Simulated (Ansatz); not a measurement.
HgSe:
```yaml
crystal:
  lattice:
    - [3.87332, 2.38783, 0.00000]
    - [-3.87332, 2.38783, 0.00000]
    - [-2.82684, 0.00000, 6.91536]
  atoms:
    - { symbol: Hg, position: [0.00000, 0.00000, 0.50000] }
    - { symbol: Hg, position: [0.00000, 0.00000, 0.00000] }
    - { symbol: Se, position: [0.34853, 0.34853, 0.25000] }
    - { symbol: Se, position: [0.65147, 0.65147, 0.75000] }
```

Relaxed with PBE. Special points in fractions of this cell's reciprocal vectors: Γ (0.000, 0.000, 0.000); C (0.361, 0.361, 0.000); C2 (-0.361, 0.639, 0.000); Y2 (-0.500, 0.500, 0.000); M2 (-0.500, 0.500, 0.500); D (-0.317, 0.683, 0.500); D2 (0.317, 0.317, 0.500); A (0.000, 0.000, 0.500); L2 (0.000, 0.500, 0.500); V2 (0.000, 0.500, 0.000).

List the band energies nearest the valence-band maximum at these points for the program Ansatz at the PBE level (PAW).

In eV from the valence-band maximum; about four levels below and three above (degenerate sets whole), none deeper than 8.9 eV; points with the same levels are listed once.

```tsv
k	below	above
Γ	-1.58 -1.46 -0.32 0.00	1.26 2.55 3.56
C	-2.37 -2.12 -2.04 -0.16	2.23 2.65 3.73
Y2	-2.68 -1.82 -1.69 -0.18	1.58 2.08 3.30
M2	-1.78 -1.78 -1.61 -1.61	2.53 2.53 4.15 4.15
D	-1.73 -1.73 -1.17 -1.17	2.05 2.05 4.81 4.81
A	-1.38 -1.38 -0.15 -0.15	2.54 2.54 4.72 4.72
L2	-1.73 -1.34 -1.03 -0.18	1.35 1.72 3.57
V2	-3.03 -2.59 -1.08 -0.25	2.86 3.29 4.00
```

Space group C2/c. The cell is a constructed one: a structure type filled with these elements; neither database checked (COD, Materials Project) lists it. COD files the formula under space group No. 216, so this cell is another polymorph or a model. Whether it is the stable phase at ambient conditions was not checked. The PBE relaxation kept the symmetry of its start; whether a distortion lowers the energy is not shown. Scalar-relativistic: spin–orbit coupling is off unless named, which matters more the heavier the elements.

Potentials: the later of the program's two PAW sets.
